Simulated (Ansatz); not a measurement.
Starting cell, BaTiO$_{3}$ (cubic perovskite):

```
CELL_PARAMETERS angstrom
      3.99403     0.00000     0.00000
      0.00000     3.99403     0.00000
      0.00000     0.00000     3.99403
ATOMIC_POSITIONS crystal
  Ba 0.00000 0.00000 0.00000
  Ti 0.50000 0.50000 0.50000
  O  0.00000 0.50000 0.50000
  O  0.50000 0.50000 0.00000
  O  0.50000 0.00000 0.50000
```

In each cell atom 5 (O, nearest neighbour Ti at 1.997 Å; its periodic images, 4.0 Å or more away, move with it) moves by s·(0.000, 0.000, 1.000) (along Cartesian z), the rest being held.

All values below come from r2SCAN (plane waves to 500 eV, PAW, scalar-relativistic; Ansatz, an electronic-structure program). k mesh 7×7×7 (Γ-centred), Fermi-Dirac smearing 0.05 eV. E stands for the smeared free energy. BaTiO3 is run without spin polarisation. BaTiO3 was relaxed with its symmetry unable to fall. This is a high-temperature form of BaTiO3. ΔE is measured from the undisplaced structure.

```
s (Å)   ΔE (meV/cell)
------  -------------
-0.200       withheld
-0.160           75.9
-0.120           42.5
-0.080           18.9
-0.040            4.7
0.000             0.0
0.040             4.7
0.080            18.9
0.120            42.5
0.160            75.9
0.200        withheld
```

**Question.** Fit an even polynomial form (powers 2, 4) to the given rows and predict ΔE at s = 0.200.

**Answer.** Least squares on the 9 given rows: ΔE = (2940)·s² + (967.1)·s⁴, in meV/cell with s in Å; root-mean-square residual 0.03 meV/cell. At 0.200 the fit gives 119.1 meV/cell; the calculation gives 119.2 meV/cell, so the extrapolation is off by -0.1 (-0.1 %). The quadratic term alone would give 117.6 meV/cell.

(For displaced atoms, the force is minus the slope of the energy, and its curvature is a force constant, which sets phonon frequencies.)
